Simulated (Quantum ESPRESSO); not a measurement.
## MgAl5GaSiN8 (convergence and cost over cutoff and k mesh)

Computed values, not a measurement. The program is pw.x of Quantum ESPRESSO 7.5 (plane-wave density functional theory). The cell is made up: 16 atoms on a doubled wurtzite lattice, with randomly drawn elements, strain and displacements, not relaxed. PseudoDojo standard norm-conserving files (v0.5 for PBE, v0.4.1 for LDA and PBEsol) set the functional; there is no spin polarisation, spin-orbit coupling or dispersion term, and the masses in the input are unused placeholders.

Input of the run in row 4:

```
&control calculation='scf', pseudo_dir='./dojo.nc.sr.pbe.v0_5.standard.upf', outdir='./o', disk_io='medium', tprnfor=.true., tstress=.true. /
&system ibrav=0, nat=16, ntyp=5, nbnd=47, ecutwfc=84.00895049, nosym=.true., tot_charge=0,
 occupations='smearing', smearing='fd', degauss=0.0018374661
/
&electrons conv_thr=7.350e-09, electron_maxstep=60, /
ATOMIC_SPECIES
Al 1.0 Al.upf
Ga 1.0 Ga.upf
Mg 1.0 Mg.upf
N 1.0 N.upf
Si 1.0 Si.upf
CELL_PARAMETERS angstrom
3.1268 -0.0257 0.036
-0.0445 5.4985 -0.0055
0.1176 -0.0103 10.4142
ATOMIC_POSITIONS angstrom
Mg 0.0239 0.0276 0.0684
Al 1.5571 2.7739 -0.0042
Al 1.6428 0.9393 2.6039
Al 0.0383 3.6287 2.5355
Ga 0.0535 -0.0401 5.2634
Al 1.6205 2.7473 5.2369
Si 1.6146 0.814 7.8712
Al 0.0276 3.6104 7.8123
N -0.0278 0.0013 1.9235
N 1.554 2.7398 1.9394
N 1.6591 0.9179 4.5962
N 0.0448 3.6868 4.5548
N 0.0586 0.0352 7.1647
N 1.5967 2.737 7.2388
N 1.7361 0.8816 9.7275
N 0.0079 3.6753 9.7701
K_POINTS automatic
7 4 2 1 1 1
```

The same cell was run at these settings. Meshes are shifted by half a step, and differences are from the last row, which is itself not exact.

| cutoff (eV) | k mesh | k points solved | threshold (eV) | free energy less the last row's (eV) | pressure (GPa) | largest stress difference (GPa) | largest force difference (eV/Å) | iterations | wall time (s) | k-point pools | processor |
| --- | --- | --- | --- | --- | --- | --- | --- | --- | --- | --- | --- |
| 800 | 2 x 2 x 2 | 4 | 1e-04 | 0.621 | -21.38 | 22.09 | 0.228 | 12 | 39 | 1 | AMD EPYC, Zen 5 class |
| 1143 | 2 x 2 x 2 | 4 | 1e-07 | -1.562 | -4.83 | 5.48 | 0.226 | 16 | 128 | 1 | AMD EPYC, Zen 5 class |
| 825 | 7 x 4 x 2 | 28 | 1e-07 | 1.451 | -16.07 | 11.80 | 0.042 | 16 | 264 | 1 | AMD EPYC, Zen 5 class |
| 1143 | 7 x 4 x 2 | 28 | 1e-07 | 0.004 | -4.26 | 0.02 | 0.003 | 16 | 483 | 1 | AMD EPYC, Zen 5 class |
| 1437 | 9 x 6 x 4 | 108 | 1e-07 | 0.000 | -4.27 | 0.00 | 0.000 | 16 | 4780 | 1 | AMD EPYC, Zen 5 class |

Each pool is one process. Wall times include start-up and a band step at six k points, which weighs most on the coarsest meshes. The runs were on shared virtual cores whose load varied, so times are rough.